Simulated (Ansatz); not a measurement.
Starting cell, W₃N₄ (space group Pm-3m):

```xyz
14
Lattice="8.3117 0.0000 0.0000 0.0000 4.1558 0.0000 0.0000 0.0000 4.1558" Properties=species:S:1:pos:R:3 pbc="T T T"
N      2.0779     2.0779     2.0779
N      6.2338     2.0779     2.0779
N      2.0779     0.0000     0.0000
N      6.2338     0.0000     0.0000
N      0.0000     2.0779     0.0000
N      4.1558     2.0779     0.0000
N      0.0000     0.0000     2.0779
N      4.1558     0.0000     2.0779
W      2.0779     2.0779     0.0000
W      6.2338     2.0779     0.0000
W      0.0000     2.0779     2.0779
W      4.1558     2.0779     2.0779
W      2.0779     0.0000     2.0779
W      6.2338     0.0000     2.0779
```

The atoms are displaced by Q × the pattern below, of wave vector X = (0.5, 0.0, 0.0), at fixed cell (Q in Å). By its forces on this mesh it is no single normal mode but a mixture. It is one choice among 2 degenerate patterns. (q is in reciprocal vectors of the primitive cell; the cell shown is doubled to hold the pattern.)

| atom | x | y | z |
|---|---|---|---|
| N1 | 0.000 | 0.000 | 1.000 |
| N2 | 0.000 | 0.000 | -1.000 |
| N3 | 0.000 | 0.000 | -0.355 |
| N4 | 0.000 | 0.000 | 0.355 |
| W9 | 0.000 | 0.000 | 0.297 |
| W10 | 0.000 | 0.000 | -0.297 |
| W13 | 0.000 | 0.000 | -0.250 |
| W14 | 0.000 | 0.000 | 0.250 |

Atoms not listed stay in place.

Level of theory: LDA (plane waves to 420 eV, PAW, scalar-relativistic; Ansatz, a first-principles code). k mesh 6×11×11 (Γ-centred), Fermi-Dirac smearing 0.05 eV. E stands for the smeared free energy. With partly filled bands, energies and forces of such displacements shift with the k mesh and the smearing. Spin-orbit coupling is left out, though W is heavy. W3N4 is run without spin polarisation. W3N4 was relaxed with its symmetry unable to fall. ΔE is measured from the undisplaced structure. The last digit holds for this mesh only.

| Q (Å) | ΔE (meV/cell) |
|---|---|
| -0.4400 | 939.1 |
| -0.3667 | withheld |
| -0.2933 | -75.4 |
| -0.2200 | -193.8 |
| -0.1467 | -154.4 |
| -0.0733 | -55.2 |
| 0.0000 | 0.0 |
| 0.0733 | -55.2 |
| 0.1467 | -154.4 |
| 0.2200 | -193.8 |
| 0.2933 | -75.4 |
| 0.3667 | withheld |
| 0.4400 | 939.1 |

Task: Fit an even polynomial form (powers 2, 4, 6) to the given rows and predict ΔE at Q = -0.3667.

Result: Least squares on the 11 given rows: ΔE = (-9407)·Q² + (120200)·Q⁴ + (-240400)·Q⁶, in meV/cell with Q in Å; root-mean-square residual 5.25 meV/cell. At -0.3667 the fit gives 324.0 meV/cell; the calculation gives 278.8 meV/cell, so the interpolation is off by 45.2 (+16.2 %). The quadratic term alone would give -1264.9 meV/cell: it is negative, as the undisplaced cell is unstable along this move.

(For displaced atoms, the force is minus the slope of the energy, and its curvature is a force constant, which sets phonon frequencies.)
